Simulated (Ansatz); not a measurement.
Co2Si: field gradients against cell size

Reference cell: a structure deposited in the COD, ions relaxed with PBE at fixed cell.

Space group Pnma (No. 62); a = 4.9180, b = 3.7380, c = 7.1090 Å.

| site | Wyckoff | site symmetry | x | y | z |
| --- | --- | --- | --- | --- | --- |
| Co1 | 4c | .m. | 0.9647 | 0.7500 | 0.2169 |
| Co5 | 4c | .m. | 0.8263 | 0.7500 | 0.5638 |
| Si | 4c | .m. | 0.2953 | 0.7500 | 0.6067 |

One atom of each set is listed.

Computed with Ansatz: DFT, PBE, plane waves and PAW, scalar-relativistic, collinear spin, 420 eV cutoff, Γ-centred 9×12×6 k-points, Fermi–Dirac smearing 0.05 eV. Start moments as typed (μB): 3 on each Co, none on the rest.

The cell is scaled uniformly, and the ions relax again at each size.

Question: How do the gradients (10²¹ V/m²) respond?

Answer: 

```json
{"V/V₀": "0.94", "Co1 V_zz (η)": "1.23 (0.80)", "Co5 V_zz (η)": "1.66 (0.62)", "Si V_zz (η)": "3.11 (0.14)"}
{"V/V₀": "0.96", "Co1 V_zz (η)": "1.22 (0.59)", "Co5 V_zz (η)": "1.55 (0.67)", "Si V_zz (η)": "3.09 (0.16)"}
{"V/V₀": "0.98", "Co1 V_zz (η)": "1.22 (0.31)", "Co5 V_zz (η)": "1.45 (0.74)", "Si V_zz (η)": "3.08 (0.17)"}
{"V/V₀": "1.00", "Co1 V_zz (η)": "1.25 (0.01)", "Co5 V_zz (η)": "1.36 (0.82)", "Si V_zz (η)": "3.08 (0.20)"}
{"V/V₀": "1.02", "Co1 V_zz (η)": "1.36 (0.22)", "Co5 V_zz (η)": "1.27 (0.98)", "Si V_zz (η)": "3.06 (0.20)"}
{"V/V₀": "1.04", "Co1 V_zz (η)": "1.41 (0.54)", "Co5 V_zz (η)": "-1.28 (0.79)", "Si V_zz (η)": "3.08 (0.23)"}
{"V/V₀": "1.06", "Co1 V_zz (η)": "1.49 (0.74)", "Co5 V_zz (η)": "-1.32 (0.55)", "Si V_zz (η)": "3.08 (0.24)"}
```

At this cell the principal stresses reach 6 GPa in size with PBE, which can matter for small gradients. The run finds no gap above 0.1 eV (a metal, or nearly one), so the gradients can move by 10 % or more with the k-mesh. With these PAW files V_zz is typically within 2 to 3 % of all-electron values, but misses above 10 % occur on Co. The run lost most of its start moments on Co; a state with other moments may lie lower. The magnetic order is the one that the run reached from its start moments, not necessarily the measured one (the real compound may not order at all). On some sites the largest principal value moves to another axis along the series, and the sign of V_zz can flip with it.
